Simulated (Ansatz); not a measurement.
## Cd$_{4}$SeS$_{3}$: computed properties

These are results of Ansatz, DFT PBE, scalar-relativistic, plane waves, PAW, not measurements.

Cutoff 420 eV; k points 6×6×4 on the computed 8-atom cell (Γ-centred); Gaussian smearing, width 0.02 eV; no spin polarisation.

The structure is relaxed at this level of theory with its symmetry kept, and needn't be the ground state of this composition.

Space group P-4m2 (No. 115), tetragonal, a = 4.242 Å, c = 11.961 Å. Around Cd on its first site lie 4 S at 2.57 Å; Cd on its second site has 2 S at 2.58 Å and 2 Se at 2.66 Å; around Se lie 4 Cd at 2.66 Å; S on a site of symmetry 2mm is surrounded by 4 Cd at 2.57–2.58 Å; S on a site of symmetry -4m2 has 4 Cd at 2.57 Å.

| Property | Result |
| --- | --- |
| Volume per atom | 26.90 Å³ |
| Formation energy from the elements' standard states (uncorrected) | -0.648 eV/atom |
| Kohn–Sham band gap | 0.84 eV |
| Orbital (Löwdin) character of the top 1 eV of the valence band | S 3p 58 %, Se 4p 33 % |
| Orbital (Löwdin) character of the lowest 1 eV of the conduction band | Cd 5s 56 %, S 3p 17 %, S 3s 14 % |
| Bulk modulus | 51 GPa |
| Its pressure derivative | 4.6 |
| Electronic dielectric constant xx, yy, zz (independent particles) | 7.0, 7.0, 7.0 |
| Bader charge by site (e) | Cd (2 in the cell) 0.85, Cd (2 in the cell) 0.79, Se (1 in the cell) -0.73, S (2 in the cell) -0.85, S (1 in the cell) -0.86 |

The cell was found from a structure generator's guess, not taken from experiment. Kohn–Sham gaps at this level usually fall short of measured ones. Löwdin shares on free-atom orbitals overweight diffuse shells in the empty bands.
